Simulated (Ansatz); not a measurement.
Consider the following.

OsN3:
```yaml
crystal:
  lattice:
    - [3.81596, 0.00000, 0.00000]
    - [0.00000, 3.81596, 0.00000]
    - [0.00000, 0.00000, 3.81596]
  atoms:
    - { symbol: Os, position: [0.00000, 0.00000, 0.00000] }
    - { symbol: N, position: [0.00000, 0.50000, 0.00000] }
    - { symbol: N, position: [0.50000, 0.00000, 0.00000] }
    - { symbol: N, position: [0.00000, 0.00000, 0.50000] }
```

This is the PBE-relaxed structure.

Problem. All from plane-wave PAW PBE (Ansatz code), unless another level is named. Predict the electronic character.

Solution. metallic (no gap).

Problem. What about the formation energy from the elements (no fitted shifts)?

Solution. 1.37 eV/atom.

Problem. Predict the density of states at the Fermi level.

Solution. 0.67 states/eV per atom (mean over ±0.08 eV).

Space group Pm-3m (ReO3 type). The start of the workflow was typed in or built on a structure type; neither database checked (COD, Materials Project) lists it. Its standing as an ambient phase is unchecked. Symmetry was held in the PBE relaxation; whether a distortion lowers the energy is not shown. The workflow began spin-polarised and lost its moments. The cell computed holds one magnetic atom, so no antiferromagnetic order was within reach. Its formation energy is positive at this level, so the cell may be metastable or incomplete. The references are the lowest solids computed at this level, not always the standard phases (solids in place of the gases). Scalar-relativistic: spin–orbit coupling is off unless named, which matters more the heavier the elements.

Potentials: the later of the program's two PAW sets.
